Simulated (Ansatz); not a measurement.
A geometry of SnO away from equilibrium: step 2 of the relaxation of a relaxed SnO cell, doubled along one cell vector, shaken by Gaussian noise of σ = 0.08 Å a coordinate. Level of theory: PBEsol (plane waves to 420 eV, PAW, scalar-relativistic; Ansatz, an electronic-structure program). Γ-centred k-mesh 8×4×3 on the run's cell (coarser than for final values), Fermi–Dirac smearing 0.05 eV.

```xyz
8
Lattice="3.3014 -0.0018 -0.0052 -3.3045 5.7570 0.0080 -0.0135 0.0042 8.3584" Properties=species:S:1:pos:R:3:forces:R:3 pbc="T T T" free_energy=-26040.256 pressure_GPa=0.0
Sn     0.0338     1.9221    -0.0309    0.1226    0.0932    0.3135
Sn    -1.6402     4.7825    -0.0666   -0.0856   -0.0599    0.3372
Sn     1.6314     0.9913     4.2757   -0.3717   -0.1144   -0.2158
Sn    -0.0144     3.8536     4.2803    0.0614   -0.0803   -0.1973
O     -0.1247     1.9359     3.1929    0.3875    0.0658    0.0718
O     -1.6324     4.8136     3.2354   -0.0922    0.1249    0.0410
O      1.7112     0.9535     7.2932   -0.1366   -0.0078   -0.2485
O     -0.0390     3.8366     7.2327    0.1147   -0.0216   -0.1018
```

Positions in Å, forces in eV/Å, free energy of the cell in eV (comparable only within this code, potentials and settings). Largest force: 0.44 eV/Å, on Sn3 (atoms numbered as listed); the geometry lies 0.04 eV/atom above the end of its relaxation.

No spin polarisation in the result.

The end of the path is a generated cell of SnO: the first start was made by placing the elements on the sites of a structure type, and the end was not matched to a known phase here, so it may be hypothetical. Known forms of SnO include space group No. 129.
